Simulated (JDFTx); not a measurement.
Zn(0001) slab cut from bulk Zn (space group P6_3/mmc, indices of the conventional cell, lattice of the Materials Project entry mp-79, not re-optimised): 4 atoms in 4 planes, a 1x1 cell of 5.92 Å² (|a| = 2.614, |b| = 2.614 Å), 7.4 Å between the outermost planes, cell height 23.3 Å, 10×10×1 k mesh, Fermi smearing 0.01 Ha, no spin polarisation.

Computed with JDFTx (a modified build): PBE, GBRV ultrasoft potentials, plane waves to 20/100 Ha. Liquid on both sides: SCCS (g09 parameters), water, 1 M NaF; nuclei fixed. 

Charging data:

```tsv
U − U_pzc (V)	σ (μC/cm²)
-0.38	-3.76
-0.18	-1.83
0.00	0.00
```

Working it through: a check of Lippmann's equation. The grand free energy per area against the neutral slab, Δγ = [F(N) − F(N₀) − μ(N − N₀)]/2A, is taken from the total energies of the same runs.

```csv
U − U_pzc (V),Δγ (mJ/m²)
-0.38,-7.3
-0.18,-1.7
0.00,0.0
```

Δγ is largest at zero charge and falls away from it, as dγ/dU = −σ demands. At -0.38 V the computed -7.3 mJ/m² stands beside -7.2 mJ/m² from the constant-capacitance formula.
